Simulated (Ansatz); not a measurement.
BP:
Space group P6₃mc (No. 186); a = 3.158 Å, b = 3.158 Å, c = 5.242 Å, α = 90.00°, β = 90.00°, γ = 120.00°

| atom | site | symmetry | x | y | z |
|---|---|---|---|---|---|
| B | 2b | 3m. | 0.3333 | 0.6667 | 0.0005 |
| P | 2b | 3m. | 0.3333 | 0.6667 | 0.3745 |

This is the LDA-relaxed structure.

### Question
All from plane-wave PAW LDA (Ansatz code), unless another level is named. Estimate the vibrational entropy at 300 K.

### Answer
9.9 J/(K·mol of atoms).

### Question
Next, the Young's modulus?

### Answer
385 GPa.

### Question
What about the highest zone-centre frequency (without LO–TO term)?

### Answer
24.51 THz.

Space group P6_3mc (wurtzite). The workflow started from a Materials Project entry (that database holds measured and hypothetical structures alike); the Crystallography Open Database copy checked does not list it. It is not the phase usual at ambient conditions (space group No. 216). The LDA relaxation kept the symmetry of its start; its stability against distortions is not shown here.

Potentials: the earlier of the program's two PAW sets. The files were generated under PBE; for other functionals the program regenerates the frozen cores, and for LDA and PBEsol the local potential too.
